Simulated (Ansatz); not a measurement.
Starting cell, TiSi2 (C49 type, space group Cmcm):

```yaml
crystal:
  lattice:
    - [1.77307, -6.78170, 0.00000]
    - [1.77307, 6.78170, 0.00000]
    - [0.00000, 0.00000, 3.57984]
  atoms:
    - { symbol: Si, position: [0.94083, 0.05917, 0.75000] }
    - { symbol: Si, position: [0.05917, 0.94083, 0.25000] }
    - { symbol: Si, position: [0.25028, 0.74972, 0.75000] }
    - { symbol: Si, position: [0.74972, 0.25028, 0.25000] }
    - { symbol: Ti, position: [0.60319, 0.39681, 0.75000] }
    - { symbol: Ti, position: [0.39681, 0.60319, 0.25000] }
```

Scan: atom 1 (Si, nearest neighbour Si at 2.404 Å; its periodic images, 3.5 Å or more away, move with it) is displaced along Cartesian [110], direction (0.707, 0.707, 0.000) in Cartesian axes, by s. The other atoms stay.

Calculation: PBE (plane waves to 420 eV, PAW, scalar-relativistic; Ansatz, a program for electronic structure). k mesh 11×11×11 (Γ-centred), Fermi-Dirac smearing 0.05 eV. E stands for the smeared free energy. With partly filled bands, energies and forces of such displacements shift with the k mesh and the smearing. This is one of several known forms of TiSi2; the measured ambient cells at hand have space group No. 70. TiSi2 is run without spin polarisation. TiSi2 was relaxed with its symmetry unable to fall. The zero of ΔE is the undisplaced structure. The last digit holds for this mesh only.

```json
[
 {"s (Å)": "-0.480", "ΔE (meV/cell)": "1002.7"},
 {"s (Å)": "-0.384", "ΔE (meV/cell)": "631.2"},
 {"s (Å)": "-0.288", "ΔE (meV/cell)": "351.2"},
 {"s (Å)": "-0.192", "ΔE (meV/cell)": "155.0"},
 {"s (Å)": "-0.096", "ΔE (meV/cell)": "38.6"},
 {"s (Å)": "0.000", "ΔE (meV/cell)": "0.0"},
 {"s (Å)": "0.096", "ΔE (meV/cell)": "38.3"},
 {"s (Å)": "0.192", "ΔE (meV/cell)": "152.3"},
 {"s (Å)": "0.288", "ΔE (meV/cell)": "339.6"},
 {"s (Å)": "0.384", "ΔE (meV/cell)": "597.1"},
 {"s (Å)": "0.480", "ΔE (meV/cell)": "920.8"}
]
```

Q: What force constant k = d²E/ds² at s = 0 does the table give?

A: 8.3 eV/Å². It is the second difference of the nearest points, corrected with the next pair.

Q: With k = 8.34 eV/Å² from the forces, is the well harmonic out to s = 0.480 Å?

A: ½ks² = 961 meV/cell against the computed 921 meV/cell, so the well is close to harmonic there.

(For displaced atoms, the force is minus the slope of the energy, and its curvature is a force constant, which sets phonon frequencies.)
